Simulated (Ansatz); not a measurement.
Cu2WSe4:
```xyz
7
Lattice="-2.7636 2.7636 5.4401 2.7636 -2.7636 5.4401 2.7636 2.7636 -5.4401" Properties=species:S:1:pos:R:3 pbc="T T T"
Cu     2.7636     0.0000     0.0000
Cu     0.0000     2.7636     0.0000
W      0.0000     0.0000     0.0000
Se    -1.4211     1.4211     6.8473
Se     1.4211     1.4211     4.0330
Se     1.4211    -1.4211     6.8473
Se     1.3425     1.3425    -1.4072
```

Relaxed with r²SCAN+D4.

Problem. Map the electron localisation function on the plane through (0.000, 0.500, 0.500) spanned by u = [1, 0, 1] and v = [0, 1, 1] in lattice vectors, from r²SCAN+D4 in the plane-wave PAW code Ansatz.

Solution. x is the fraction of u, y of v (the angle between them is 90°; rows are the nearest grid lines); atoms in the plane: Cu at (0.00, 0.00), Cu at (0.50, 0.50), W at (0.00, 0.50).
```
y \ x   0.000  0.107  0.179  0.286  0.357  0.464  0.536  0.643  0.714  0.821  0.893   1.00
------  -----  -----  -----  -----  -----  -----  -----  -----  -----  -----  -----  -----
1.00    0.931  0.270  0.146  0.102  0.042  0.009  0.009  0.042  0.102  0.146  0.270  0.931
0.929   0.528  0.211  0.139  0.158  0.086  0.018  0.018  0.087  0.158  0.139  0.211  0.528
0.857   0.168  0.150  0.229  0.338  0.234  0.051  0.051  0.234  0.338  0.229  0.150  0.168
0.786   0.295  0.349  0.446  0.469  0.338  0.115  0.115  0.338  0.469  0.446  0.349  0.295
0.679   0.211  0.199  0.370  0.446  0.229  0.142  0.142  0.229  0.446  0.370  0.199  0.211
0.607   0.702  0.464  0.199  0.349  0.150  0.251  0.251  0.150  0.349  0.199  0.465  0.702
0.536   0.119  0.700  0.202  0.299  0.165  0.751  0.750  0.165  0.299  0.202  0.700  0.119
0.464   0.117  0.700  0.202  0.299  0.165  0.750  0.751  0.165  0.299  0.202  0.700  0.117
0.393   0.702  0.465  0.199  0.349  0.150  0.251  0.251  0.150  0.349  0.199  0.465  0.702
0.321   0.211  0.199  0.370  0.446  0.229  0.142  0.142  0.229  0.446  0.370  0.199  0.211
0.214   0.295  0.349  0.446  0.469  0.338  0.115  0.115  0.338  0.469  0.446  0.349  0.295
0.143   0.168  0.150  0.229  0.338  0.234  0.051  0.051  0.234  0.338  0.229  0.150  0.168
0.0714  0.528  0.211  0.139  0.159  0.086  0.018  0.018  0.086  0.159  0.139  0.211  0.528
0.000   0.931  0.270  0.146  0.102  0.042  0.009  0.009  0.042  0.102  0.146  0.270  0.931
```

The density is the valence pseudo-density with augmentation charge, so density and ELF within about 1 Å of a nucleus are not all-electron values.

Space group I-42m. The workflow started from a Materials Project entry (that database holds measured and hypothetical structures alike); the Crystallography Open Database copy checked does not list it. Its standing as an ambient phase is unchecked. The cell was relaxed with r²SCAN+D4 under the symmetry of its start; whether a distortion lowers the energy is not shown. The run is not spin-polarised. Scalar-relativistic: spin–orbit coupling is off unless named, which matters more the heavier the elements.

Potentials: the later of the program's two PAW sets.
